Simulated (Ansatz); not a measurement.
The elements of this relaxed trial crystal are hidden behind letters.

```
lattice vectors (Å)
   5.9640    0.0000    0.0000
  -2.9820    5.1650    0.0000
   0.0000    0.0000    9.7589
fractional positions
X 0.3333 0.6667 0.9372
X 0.6667 0.3333 0.4372
X 0.6667 0.3333 0.0628
X 0.3333 0.6667 0.5628
Z 0.0000 0.5000 0.0000
Z 0.5000 0.5000 0.0000
Z 0.5000 0.0000 0.0000
Z 0.3333 0.6667 0.7500
Z 0.6667 0.3333 0.2500
Z 0.5000 0.0000 0.5000
Z 0.5000 0.5000 0.5000
Z 0.0000 0.5000 0.5000
```

Computed with DFT PBE, scalar-relativistic, plane waves, PAW in Ansatz 0.2.0. Plane waves to 420 eV, a 6×6×4 mesh through Γ for the 12-atom cell and 0.10 eV Gaussian smearing; collinear spin.

| Property | Result |
| --- | --- |
| Space group | P6_3/mmc (No. 194) |
| Conventional cell | a = 5.964 Å, c = 9.759 Å |
| Volume per atom | 25.05 Å³ |
| Density | 2.25 g/cm³ |
| Energy over the elements | −0.90 eV/atom |
| Gap on the 6×6×4 mesh of the 12-atom cell | 0 eV (a metal) |
| Net moment per atom | 0.33 μB |

Energies are uncorrected and count from the elements' standard states at the same level.

**Question.** X is a p-block element of period 4 and Z is a p-block element of period 2. Which elements are they?

**Answer.** X = Ga, Z = O, so the formula is GaO2. Density times volume gives a mean mass of 2.25 × 25.05/1.6605 = 33.9 u per atom, and this set has 33.9 u. Around Ga lie 4 O at 1.83 Å; around O on a site of symmetry 2/m lie 2 Ga at 1.83 Å; O on a site of symmetry -6m2 is surrounded by 2 Ga at 1.83 Å. Other sets within the hints have nearly the same mass, so mass alone doesn't settle it; this one was computed.

The magnetic state reached may not be the lowest. Symmetry constrained the relaxation, so the result can be a saddle point.
